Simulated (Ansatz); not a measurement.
# TaSi2: from a starting cell to a relaxed one

The start is a relaxed TaSi2 cell, doubled along one cell vector, shaken by Gaussian noise of σ = 0.08 Å a coordinate. The cell and all atomic positions are relaxed at zero pressure with PBE (plane waves to 420 eV, PAW, scalar-relativistic; Ansatz, an electronic-structure program). The first steps use a coarse 7×4×7 k-mesh.

Initial structure:
```
CELL_PARAMETERS angstrom
      2.35278     1.35838     2.51981
     -4.70557     2.71676     5.03963
      0.00000    -2.71676     2.51981
ATOMIC_POSITIONS crystal
  Si 0.34155 0.17491 0.33571
  Si 0.32325 0.67506 0.34471
  Si 0.67069 0.34381 0.66270
  Si 0.61175 0.83760 0.62325
  Ta 0.01991 0.99740 0.00642
  Ta 0.97552 0.50589 0.98845
```

Problem. How does the volume change?

Solution. -8.4 %, from 16.11 to 14.76 Å³/atom.

Problem. Is the parent structure recovered?

Solution. It does not go back: it reaches I4/mmm (No. 139), AFLOW prototype AB2_tI6_139_a_e (C11_b, as in Si2Mo), 0.67 eV/atom below the parent.

Problem. How do the shortest distances between atoms change?

Solution. The closest pairs of elements (up to four, under 3.6 Å), start → end: Si–Si 2.25 → 2.68 Å; Si–Ta 2.41 → 2.70 Å; Ta–Ta 3.69 → 3.28 Å.

Final values are on a 20×20×20 k-mesh of the relaxed cell. No spin polarisation in the result. The relaxed primitive cell holds an odd number of electrons. A magnetic state may lie lower.

The relaxed structure here is a generated cell of TaSi2: the first start was made by a random draw of sites in a space group, and the end was not matched to a known phase here, so it may be hypothetical. Known forms of TaSi2 include space group No. 181.
